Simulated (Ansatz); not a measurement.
SiNi:
```xyz
6
Lattice="4.8587 0.0000 0.0000 -2.4294 4.2078 0.0000 0.0000 0.0000 3.8164" Properties=species:S:1:pos:R:3 pbc="T T T"
Ni     2.4294     0.0000     0.0000
Ni     1.2147     2.1039     0.0000
Ni    -1.2147     2.1039     0.0000
Si     0.0000     0.0000     0.0000
Si     0.0000     2.8052     1.9082
Si     2.4294     1.4026     1.9082
```

Relaxed with PBE. Special points in fractions of this cell's reciprocal vectors: Γ (0.000, 0.000, 0.000); M (0.500, 0.000, 0.000); K (0.333, 0.333, 0.000); A (0.000, 0.000, 0.500); L (0.500, 0.000, 0.500); H (0.333, 0.333, 0.500).

### Question
List the band energies nearest the Fermi level at these points for plane-wave PAW PBE (Ansatz code).

### Answer
In eV from the Fermi level; about four levels below and three above (degenerate sets whole), none deeper than 8.9 eV; points with the same levels are listed once.

```csv
k,below,above
Γ,-1.78 -1.78 -1.77 -0.65 -0.34,0.53 0.53 2.56
M,-2.09 -1.77 -1.75 -0.30,0.07 1.06 1.17
K,-2.42 -2.42 -2.13 -1.45,0.37 0.62 0.62
A,-1.81 -1.81 -0.65 -0.47,0.77 0.92 2.45 2.45
L,-1.74 -1.66 -1.47 -0.24,0.28 3.50 4.64
H,-2.01 -2.01 -1.67 -1.37,0.59 2.58 2.58
```

Space group P6/mmm. The cell is a constructed one: a structure type filled with these elements; neither database checked (COD, Materials Project) lists it. It is not the phase usual at ambient conditions (space group No. 62). The PBE relaxation kept the symmetry of its start. At this level the phase is dynamically unstable (imaginary phonons). The workflow began spin-polarised and lost its moments.

Potentials: the later of the program's two PAW sets.
